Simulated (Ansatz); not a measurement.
**Frozen-phonon scan for AlN (wurtzite)**

Relaxed AlN (wurtzite):

```yaml
crystal:
  lattice:
    - [3.13030, 0.00000, 0.00000]
    - [-1.56515, 2.71092, 0.00000]
    - [0.00000, 0.00000, 10.03603]
  atoms:
    - { symbol: Al, position: [0.66667, 0.33333, 0.00169] }
    - { symbol: Al, position: [0.66667, 0.33333, 0.50169] }
    - { symbol: Al, position: [0.33333, 0.66667, 0.25169] }
    - { symbol: Al, position: [0.33333, 0.66667, 0.75169] }
    - { symbol: N, position: [0.66667, 0.33333, 0.31091] }
    - { symbol: N, position: [0.66667, 0.33333, 0.81091] }
    - { symbol: N, position: [0.33333, 0.66667, 0.06091] }
    - { symbol: N, position: [0.33333, 0.66667, 0.56091] }
```

A phonon eigenvector at A = (0.0, 0.0, 0.5) is frozen into this cell: atom i moves by Q times the vector below, so Q is the largest atomic displacement, in Å. The cell is held. It is one choice among 4 degenerate patterns. (q is in reciprocal vectors of the primitive cell; the cell shown is doubled to hold the pattern.)

```tsv
atom	x	y	z
Al1	0.000	1.000	0.000
Al2	0.000	-1.000	0.000
Al3	0.000	0.129	0.000
Al4	0.000	-0.129	0.000
N5	0.000	0.022	0.000
N6	0.000	-0.022	0.000
N7	0.000	0.955	0.000
N8	0.000	-0.955	0.000
```

The numbers are results of PBE (plane waves to 420 eV, PAW, scalar-relativistic; Ansatz, a program for electronic structure), not measurements. k mesh 12×12×4 (Γ-centred), Fermi-Dirac smearing 0.05 eV. The energy includes the smearing's −TS. Compression counts positive. AlN was relaxed with its symmetry unable to fall. ΔE is measured from the undisplaced structure.

| Q (Å) | ΔE (meV/cell) | P (GPa) | −dE/dQ from forces (eV/Å) |
|---|---|---|---|
| -0.100 | 44.0 | -0.06 | 0.879 |
| -0.083 | 30.6 | -0.04 | 0.733 |
| -0.067 | 19.6 | -0.03 | 0.587 |
| -0.050 | 11.0 | -0.02 | 0.440 |
| -0.033 | 4.9 | -0.01 | 0.293 |
| -0.017 | 1.2 | -0.01 | 0.147 |
| 0.000 | 0.0 | 0.00 | 0.000 |
| 0.017 | 1.2 | -0.01 | -0.147 |
| 0.033 | 4.9 | -0.01 | -0.293 |
| 0.050 | 11.0 | -0.02 | -0.440 |
| 0.067 | 19.6 | -0.03 | -0.587 |
| 0.083 | 30.6 | -0.04 | -0.733 |
| 0.100 | 44.0 | -0.06 | -0.879 |

Key numbers:

- Energy at Q = 0.100 Å: 44.0 meV/cell
- Space group of the distorted cell: Cm (No. 8), lowered from P6_3mc
- Symmetry of the curve: even: the same for both signs
- Shape of the curve: a single well with its minimum at or next to zero displacement
- Harmonic wavenumber from the curvature (finite differences): 173 cm⁻¹
- Wavenumber by perturbation theory (DFPT, on another k mesh): 173 cm⁻¹

(For displaced atoms, the force is minus the slope of the energy, and its curvature is a force constant, which sets phonon frequencies.)
